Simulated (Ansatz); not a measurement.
ZrIr (CsCl type)

```
ZrIr
1.0
    3.24656     0.00000     0.00000
    0.00000     3.24656     0.00000
    0.00000     0.00000     3.24656
Zr Ir
1 1
Direct
  0.50000   0.50000   0.50000
  0.00000   0.00000   0.00000
```

The slice is a {100} plane (indices of the conventional cell) through the point (0.000, 0.000, 0.000) (fractional), spanned by u = [100] and v = [010] in vectors of this cell: u (3.25 Å) and v (3.25 Å, at 90° to u). It covers one period; positions are fractions (u, v).

Method: LDA (plane waves to 420 eV, PAW, scalar-relativistic; Ansatz, a program for electronic structure). k mesh 14×14×14. Inside the PAW spheres the values are not all-electron values, and peaks at nuclei hang on which shells count as valence. Spin-orbit coupling is left out, though Ir is heavy. ZrIr is run without spin polarisation. ZrIr was relaxed with its symmetry unable to fall.

Three fields on this plane, each scaled to ten steps between its own extremes (0 low, 9 high; the total valence density on a logarithmic scale, the potential cut 8 eV below its top; x marks points blanked near nuclei; v = 0 in the bottom row):

Map A
```
|xxxxxxx2799972xxxxxx|
|xxxxxx037999730xxxxx|
|xxxxxx057999750xxxxx|
|xxxxx02689998620xxxx|
|xxxx0157889887510xxx|
|xx00256788888765200x|
|22356777777777776532|
|67778887776777888777|
|99999887766677889999|
|99999987666667899999|
|99999887766677889999|
|67778887776777888777|
|22356777777777776532|
|xx00256788888765200x|
|xxxx0157889887510xxx|
|xxxxx02689998620xxxx|
|xxxxxx057999750xxxxx|
|xxxxxx037999730xxxxx|
|xxxxxxx2799972xxxxxx|
|xxxxxxx2699962xxxxxx|
```

Map B
```
|xxxxxxx7432347xxxxxx|
|xxxxxx964222469xxxxx|
|xxxxxx853222358xxxxx|
|xxxxx97432123479xxxx|
|xxxx9753211123579xxx|
|xx98754211111245789x|
|77654322100012234567|
|44433211000001123344|
|33222110000000112223|
|22221110000000111222|
|33222110000000112223|
|44433211000001123344|
|77654322100012234567|
|xx98754211111245789x|
|xxxx9753211123579xxx|
|xxxxx97432123479xxxx|
|xxxxxx853222358xxxxx|
|xxxxxx964222469xxxxx|
|xxxxxxx7432347xxxxxx|
|xxxxxxx7432347xxxxxx|
```

Map C
```
|xxxxxxx3567653xxxxxx|
|xxxxxx546787645xxxxx|
|xxxxxx567888765xxxxx|
|xxxxx77899999877xxxx|
|xxxx7789988899877xxx|
|xx55789987778998755x|
|33468998654568998643|
|55679986422246899765|
|66789875210125789876|
|77889874200024789887|
|66789875210125789876|
|55679986422246899765|
|33468998654568998643|
|xx55789987778998755x|
|xxxx7789988899877xxx|
|xxxxx77899999877xxxx|
|xxxxxx567888765xxxxx|
|xxxxxx546787645xxxxx|
|xxxxxxx3567653xxxxxx|
|xxxxxxx3567653xxxxxx|
```

### Question
Assign the maps to these fields: electron localisation function (ELF); valence electron density; electrostatic potential energy of an electron, from the cell's mean.

### Answer
A is the electrostatic potential energy of an electron, from the cell's mean; B is the valence electron density; C is the electron localisation function (ELF).
